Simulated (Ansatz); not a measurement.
C:
Space group Fd-3m, origin choice 1 (No. 227); a = b = c = 9.588 Å, α = β = γ = 90.00°

```json
[
 {"atom": "C", "site": "8b", "symmetry": "-43m", "x": "0.5000", "y": "0.5000", "z": "0.5000"},
 {"atom": "C", "site": "32e", "symmetry": ".3m", "x": "0.5889", "y": "0.5889", "z": "0.5889"}
]
```
(The calculation used a cell of 10 atoms; values per cell refer to that cell.)

Relaxed with r²SCAN. Independent-particle spectrum: no excitons, no local fields, no scissors shift; 0.1 eV broadening; ε₁ of the summed bands alone.

Problem. Tabulate the dielectric function from r²SCAN in the plane-wave PAW code Ansatz.

Solution. 

```csv
E (eV),ε₁ xx,ε₂ xx
0.0,2.58,0.00
0.3,2.59,0.00
0.6,2.60,0.00
0.9,2.61,0.00
1.2,2.63,0.00
1.5,2.66,0.00
1.8,2.69,0.00
2.1,2.74,0.00
2.4,2.79,0.00
2.7,2.86,0.00
3.0,2.95,0.00
3.3,3.06,0.00
3.6,3.20,0.00
3.9,3.38,0.00
4.2,3.64,0.00
4.5,4.03,0.00
4.8,4.69,0.00
5.1,6.19,0.01
5.4,11.09,4.62
5.7,-1.00,7.76
6.0,-0.21,4.13
6.3,0.99,2.29
6.6,0.81,3.64
6.9,0.62,2.20
7.2,0.57,2.23
7.5,0.53,2.12
7.8,0.15,1.96
8.1,0.11,1.25
8.4,0.43,0.91
8.7,0.78,0.86
9.0,0.78,1.04
9.3,0.85,0.80
9.6,0.86,0.91
9.9,0.89,0.82
10.2,0.81,0.60
10.5,1.02,0.51
10.8,1.25,0.42
11.1,1.54,0.45
11.4,1.58,0.91
11.7,1.49,0.81
12.0,1.89,0.90
```

Problem. From ε at 5.7 eV (xx: -1.00 + 7.76i), find n, k, the normal reflectivity and the absorption coefficient.

Solution. n = 1.85, k = 2.100, R = 41 %, α = 2kE/ħc = 1200000 cm⁻¹.

With all bands, ε∞ without local fields is 2.67.

The start of the workflow was typed in or built on a structure type. Its sites differ from those of the usual phase in this space group: another stacking or structure type. Symmetry was held in the r²SCAN relaxation; whether a distortion lowers the energy is not shown.

Potentials: the earlier of the program's two PAW sets.
